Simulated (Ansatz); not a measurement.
## IrB: enthalpy against pressure

IrB, P-6m2, a = 3.019 Å, c = 2.696 Å. The structure is a Materials Project entry; whether it is the stable form wasn't checked. Ansatz: PBEsol, PAW, 420 eV, Γ-centred 15×15×16 mesh on 2 atoms, Gaussian smearing 0.10 eV; no spin polarisation. Cell and atoms are relaxed at each pressure, and no other structure is tried, so the rows at high pressure may lie past a change of phase. y is the enthalpy over the state at zero pressure; there V0 = 10.637 Å³/atom. The pressures are the targets, met within 0.06 GPa.

| P (GPa) | y (eV/atom) |
| --- | --- |
| -3.0 | -0.2001 |
| 0.0 | 0.0000 |
| 3.0 | 0.1983 |
| 8.0 | ? |
| 15.0 | 0.9744 |
| 30.0 | 1.9117 |
| 60.0 | 3.6999 |

Question: Fit y = c1 P + c2 P² + c3 P³ to the other rows, say what c1 and c2 mean, and predict the missing value.

Answer: Least squares on the rows shown. y = 0.066360 P − 9.7633×10⁻⁵ P² + 3.2307×10⁻⁷ P³. Since dH/dP = V, c1 is V0: 0.066360 eV/GPa × 160.2 = 10.631 Å³ against 10.637; c2 = −V0/(2B0) gives B0 = 340 GPa, where a Birch–Murnaghan fit to the volumes of the same runs (not shown) gives 323 GPa: a cubic over this range folds the higher terms into c2. At P = 8.0 the fit asked for gives 0.5248 eV/atom. The run gave 0.5248 eV/atom, the same to the digits shown.

The mesh isn't the same in all rows (15×15×16, 18×18×16). Spin–orbit coupling is left out, which can shift energies with elements as heavy as these.